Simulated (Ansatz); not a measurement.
## Structure search: one TiB₆ candidate

All numbers below come from DFT PBE+D3(BJ), scalar-relativistic, plane waves, PAW (Ansatz 0.2.0). Cutoff 420 eV, Gaussian smearing, Γ-centred meshes. Cell and atoms relax first on a coarse mesh and then on a finer one. In between, the cell is made exact in the group found at 0.06 Å. In metals the finer mesh still leaves noise of several meV/atom or more. The steps can't lower the symmetry of their start. No spin polarisation.

The cell of TiB₆ is invented: Ti between graphite sheets, stage 1 (P6/mmm, No. 191) (host B; sites filled 1 of 3). Lengths were set from tabulated atomic sizes, so they are only a guess.

```
CELL_PARAMETERS angstrom
4.70173 0.00000 0.00000
-2.35087 4.07182 0.00000
0.00000 0.00000 3.99767
ATOMIC_POSITIONS crystal
Ti 0.00000 0.00000 0.50000
B 0.33333 0.33333 0.00000
B 0.00000 0.66667 0.00000
B 0.66667 0.00000 0.00000
B 0.00000 0.33333 0.00000
B 0.66667 0.66667 0.00000
B 0.33333 0.00000 0.00000
```

Energies over the elements count from the elements' standard structures at the same level, with no fitted energy shifts.

Q: Describe the relaxed structure.

A: The symmetry stays P6/mmm (No. 191). The volume per atom shrinks by 17.0 %, from 10.9 to 9.1 Å³. The shortest distance goes from 1.57 Å (B–B) to 1.65 Å (B–B). The ratio c/a of the conventional cell changes by a factor of 0.55. The energy falls by about 0.41 eV/atom (the start's value is from the coarse mesh). Conventional cell: a = 5.392 Å, c = 2.524 Å. Around Ti lie 12 B at 2.26 Å and 2 Ti at 2.52 Å; B is surrounded by 1 B at 1.65 Å, 2 B at 1.87 Å and 2 Ti at 2.26 Å.

```
Ti B
1.0
     5.39194    0.00000    0.00000
    -2.69597    4.66955    0.00000
     0.00000    0.00000    2.52421
Ti B
1 6
Direct
  0.00000 0.00000 0.50000
  0.34727 0.34727 0.00000
  0.00000 0.65273 0.00000
  0.65273 0.00000 0.00000
  0.00000 0.34727 0.00000
  0.65273 0.65273 0.00000
  0.34727 0.00000 0.00000
```

Q: How does it come out in energy, and is it a metal?

A: The energy over the elements is +0.35 eV/atom and the gap on the 9×9×14 mesh of the 7-atom cell is 0 eV (a metal).

A positive value: parting into the elements would lower its energy.

The last run used Gaussian smearing of 0.10 eV. A structure relaxed within its symmetry needn't be a true minimum.
